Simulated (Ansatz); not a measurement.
Geometry optimisation in Ansatz: input, command and trajectory.

```yaml
crystal:
  lattice:
    - [1.8644370547, 1.0764332354, 8.6426114946]
    - [-1.8644370547, 1.0764332354, 8.6426114946]
    - [0.0, -2.1528664708, 8.6426114946]
  atoms:
    - { symbol: Li, position: [0.4, 0.4, 0.4] }
    - { symbol: Li, position: [0.6, 0.6, 0.6] }
    - { symbol: Se, position: [0.0, 0.0, 0.0] }
    - { symbol: Se, position: [0.2095, 0.2095, 0.2095] }
    - { symbol: Se, position: [0.7905, 0.7905, 0.7905] }
basis:
  ecutwfc: 420
kpoints:
  mp_grid: { grid: [6, 6, 6] }
hamiltonian:
  xc: pbe
scf:
  occupations: { method: gaussian, width: 0.1 }
  lower_state_search: "off"
output:
  forces: true
  stress: true
  eigenvalues: true
relax:
  adjacent_minimum: "off"
  f_tol: 0.04
  max_steps: 70
  cell: { stress_tol: 0.4 }
```

```bash
ansatz run input.yaml --threads 1 --pin off --max-ram 2560MiB --backend cpu --events-out ev --progress --plain --runs-dir out
```

Theory: DFT PBE, scalar-relativistic, plane waves, PAW (Ansatz 0.2.0).

Of 12 frames 9 are shown, positions in Å and forces in eV/Å; the SCF threshold varies from step to step. Steps run on the plane waves of an earlier cell, with a Pulay correction in the pressure. The basis is chosen afresh for the last frame, the zero of the energies, and at times for earlier ones too; energy and pressure step there, also at an unchanged geometry.

```xyz
5
Lattice="1.8644 1.0764 8.6426 -1.8644 1.0764 8.6426 0.0000 -2.1529 8.6426" Properties=species:S:1:pos:R:3:forces:R:3 pbc="T T T" step=1 free_energy_over_end_meV_per_atom=142.30 pressure_GPa=-3.09
Li    0.0000    0.0000   10.3711    0.0000    0.0000   -0.4603
Li    0.0000    0.0000   15.5567    0.0000    0.0000    0.4603
Se    0.0000    0.0000    0.0000    0.0000    0.0000    0.0000
Se    0.0000    0.0000    5.4319    0.0000    0.0000   -1.1624
Se    0.0000    0.0000   20.4960    0.0000    0.0000    1.1624
5
Lattice="1.8425 1.0638 8.3509 -1.8425 1.0638 8.3509 0.0000 -2.1275 8.3509" Properties=species:S:1:pos:R:3:forces:R:3 pbc="T T T" step=2 free_energy_over_end_meV_per_atom=62.26 pressure_GPa=-0.47
Li    0.0000    0.0000    9.9835    0.0000    0.0000   -0.5770
Li    0.0000    0.0000   15.0692    0.0000    0.0000    0.5770
Se    0.0000    0.0000    0.0000    0.0000    0.0000    0.0000
Se    0.0000    0.0000    5.0603    0.0000    0.0000    0.0656
Se    0.0000    0.0000   19.9924    0.0000    0.0000   -0.0656
5
Lattice="1.8299 1.0565 8.3224 -1.8299 1.0565 8.3224 0.0000 -2.1129 8.3224" Properties=species:S:1:pos:R:3:forces:R:3 pbc="T T T" step=3 free_energy_over_end_meV_per_atom=33.58 pressure_GPa=0.32
Li    0.0000    0.0000    9.7628    0.0000    0.0000   -0.1817
Li    0.0000    0.0000   15.2044    0.0000    0.0000    0.1817
Se    0.0000    0.0000    0.0000    0.0000    0.0000    0.0000
Se    0.0000    0.0000    5.0446    0.0000    0.0000   -0.0346
Se    0.0000    0.0000   19.9226    0.0000    0.0000    0.0346
5
Lattice="1.8675 1.0782 8.2733 -1.8675 1.0782 8.2733 0.0000 -2.1564 8.2733" Properties=species:S:1:pos:R:3:forces:R:3 pbc="T T T" step=5 free_energy_over_end_meV_per_atom=24.80 pressure_GPa=-0.26
Li    0.0000    0.0000    9.5359    0.0000    0.0000   -0.0198
Li    0.0000    0.0000   15.2839    0.0000    0.0000    0.0198
Se    0.0000    0.0000    0.0000    0.0000    0.0000    0.0000
Se    0.0000    0.0000    4.9991    0.0000    0.0000   -0.0540
Se    0.0000    0.0000   19.8206    0.0000    0.0000    0.0540
5
Lattice="1.8918 1.0922 8.0718 -1.8918 1.0922 8.0718 0.0000 -2.1845 8.0718" Properties=species:S:1:pos:R:3:forces:R:3 pbc="T T T" step=6 free_energy_over_end_meV_per_atom=18.57 pressure_GPa=-0.12
Li    0.0000    0.0000    9.2421    0.0000    0.0000    0.0328
Li    0.0000    0.0000   14.9732    0.0000    0.0000   -0.0328
Se    0.0000    0.0000    0.0000    0.0000    0.0000    0.0000
Se    0.0000    0.0000    4.8794    0.0000    0.0000    0.0005
Se    0.0000    0.0000   19.3359    0.0000    0.0000   -0.0005
5
Lattice="1.9352 1.1173 7.6507 -1.9352 1.1173 7.6507 0.0000 -2.2345 7.6507" Properties=species:S:1:pos:R:3:forces:R:3 pbc="T T T" step=7 free_energy_over_end_meV_per_atom=6.46 pressure_GPa=-0.06
Li    0.0000    0.0000    8.7156    0.0000    0.0000    0.0612
Li    0.0000    0.0000   14.2364    0.0000    0.0000   -0.0612
Se    0.0000    0.0000    0.0000    0.0000    0.0000    0.0000
Se    0.0000    0.0000    4.6460    0.0000    0.0000    0.0126
Se    0.0000    0.0000   18.3061    0.0000    0.0000   -0.0126
5
Lattice="1.9730 1.1391 7.2297 -1.9730 1.1391 7.2297 0.0000 -2.2783 7.2297" Properties=species:S:1:pos:R:3:forces:R:3 pbc="T T T" step=8 free_energy_over_end_meV_per_atom=1.06 pressure_GPa=0.25
Li    0.0000    0.0000    8.2303    0.0000    0.0000    0.1103
Li    0.0000    0.0000   13.4588    0.0000    0.0000   -0.1103
Se    0.0000    0.0000    0.0000    0.0000    0.0000    0.0000
Se    0.0000    0.0000    4.4124    0.0000    0.0000   -0.0194
Se    0.0000    0.0000   17.2767    0.0000    0.0000    0.0194
5
Lattice="1.9951 1.1519 7.2036 -1.9951 1.1519 7.2036 0.0000 -2.3037 7.2036" Properties=species:S:1:pos:R:3:forces:R:3 pbc="T T T" step=10 free_energy_over_end_meV_per_atom=0.34 pressure_GPa=-0.46
Li    0.0000    0.0000    8.2390    0.0000    0.0000   -0.0023
Li    0.0000    0.0000   13.3717    0.0000    0.0000    0.0023
Se    0.0000    0.0000    0.0000    0.0000    0.0000    0.0000
Se    0.0000    0.0000    4.3843    0.0000    0.0000   -0.0313
Se    0.0000    0.0000   17.2264    0.0000    0.0000    0.0313
5
Lattice="1.9844 1.1457 7.1811 -1.9844 1.1457 7.1811 0.0000 -2.2914 7.1811" Properties=species:S:1:pos:R:3:forces:R:3 pbc="T T T" step=12 free_energy_over_end_meV_per_atom=0.00 pressure_GPa=0.02
Li    0.0000    0.0000    8.2173    0.0000    0.0000    0.0062
Li    0.0000    0.0000   13.3260    0.0000    0.0000   -0.0062
Se    0.0000    0.0000    0.0000    0.0000    0.0000    0.0000
Se    0.0000    0.0000    4.3754    0.0000    0.0000    0.0153
Se    0.0000    0.0000   17.1680    0.0000    0.0000   -0.0153
```

The start puts this composition into another compound's structure type, which needn't suit it. At the end the space group is R-3m (tolerance 0.05 Å).

It took 74 s on 1 thread of Arm Neoverse V2, with other jobs on the host, peak memory 0.4 GiB.

The k mesh is coarse.